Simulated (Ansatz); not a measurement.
Trial structure of GaRe₄, not yet relaxed:

```xyz
5
Lattice="-2.7612 2.7612 2.7612 2.7612 -2.7612 2.7612 2.7612 2.7612 -2.7612" Properties=species:S:1:pos:R:3 pbc="T T T"
Ga    0.0000    0.0000    0.0000
Re    1.3806    1.3806   -1.3806
Re    1.3806   -1.3806    1.3806
Re   -1.3806    1.3806    1.3806
Re    1.3806    1.3806    1.3806
```

These are results of Ansatz 0.2.0, DFT PBE, scalar-relativistic, plane waves, PAW, not measurements. Settings: cutoff 420 eV, Γ-centred mesh 4×4×4 on the computed 5-atom cell, Gaussian smearing of 0.10 eV; no spin polarisation.

Energies over the elements count from the elements' standard structures at the same level, with no fitted energy shifts.

Q: Estimate its pressure, forces and energy as it stands.

A: The pressure is 10.6 GPa (it wants to expand), the largest force is 0.00 eV/Å (symmetry fixes the atoms), and the energy is +1.70 eV/atom against the elements. The shortest distance is 2.39 Å.

Q: Is it a good guess?

A: A good one: relaxing gains under 0.1 eV/atom (the start's value is from the coarse mesh, so the gain is rough) in 9 ionic steps and ends at +1.68 eV/atom on the finer mesh. The symmetry stays Im-3m (No. 229). The volume per atom grows by 4.4 %, from 16.8 to 17.6 Å³. The shortest distance goes from 2.39 Å (Ga–Re) to 2.43 Å (Ga–Re). Conventional cell: a = 5.602 Å. Ga has 8 Re at 2.43 Å; Re has 2 Ga at 2.43 Å and 6 Re at 2.80 Å.

The last run used a 10×10×10 mesh for its 5-atom cell and Gaussian smearing of 0.10 eV. Spin–orbit coupling, which can matter for Re, is left out. The relaxation can't lower the symmetry of the start, and the grade says only how near the guess is to its own end. Symmetry constrained the relaxation, so the result can be a saddle point.
